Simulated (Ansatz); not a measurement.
LiF:
```yaml
crystal:
  lattice:
    - [3.29583, 0.00000, 0.00000]
    - [-1.64791, 2.85427, 0.00000]
    - [0.00000, 0.00000, 4.01729]
  atoms:
    - { symbol: Li, position: [0.33333, 0.66667, 0.75000] }
    - { symbol: F, position: [0.66667, 0.33333, 0.75000] }
    - { symbol: F, position: [0.33333, 0.66667, 0.25000] }
    - { symbol: Li, position: [0.66667, 0.33333, 0.25000] }
```

Cartesian axes are those of the cell as given.

**Question.** Give the high-frequency dielectric tensor and the Born effective charge tensors of the independent atoms from DFPT, plane-wave PAW PBEsol (Ansatz code).

**Answer.** 
ε∞:
```
1.93  0.00  0.00
0.00  1.93  0.00
0.00  0.00  1.95
```
Z* of atom 1 (Li), rows: field, columns: displacement, in e:
```
0.97  0.00  0.00
0.00  0.97  0.00
0.00  0.00  1.06
```
Z* of atom 2 (F), rows: field, columns: displacement, in e:
```
-0.97   0.00   0.00
 0.00  -0.97   0.00
 0.00   0.00  -1.06
```

Space group P6_3/mmc. The start of the workflow was typed in or built on a structure type; neither database checked (COD, Materials Project) lists it. It is not the phase usual at ambient conditions (space group No. 225). The PBEsol relaxation kept the symmetry of its start; whether a distortion lowers the energy is not shown.

Potentials: the later of the program's two PAW sets.
